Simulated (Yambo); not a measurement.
AlN (wurtzite, space group P6_3mc, No. 186) under biaxial strain of -1 % along x and y, z relaxed; a = 3.082 Å, b = 3.082 Å, c = 5.012 Å, α = 90.00°, β = 90.00°, γ = 120.00°. With the G0W0 scissor the direct gap on the mesh is 5.82 eV. Axes are Cartesian, with cell vectors (Å) (3.08, 0.00, 0.00), (-1.54, 2.67, 0.00), (0.00, 0.00, 5.01).

**Question.** Can the lowest exciton of this BSE run be trusted, and with what binding energy? (Yambo, PBEsol bands; 9×9×6 mesh, 5 valence and 2 conduction bands, static screening with 23 bands and a 4 Ry block, scissor 1.51 eV, Tamm-Dancoff.)

**Answer.** No. The lowest state covers only about 1 of the 486 k points, so the mesh doesn't resolve it: its energy and its distance from the direct gap are mesh artefacts. An extended exciton needs a far denser mesh. The scissor comes from a G0W0 run whose convergence isn't established.
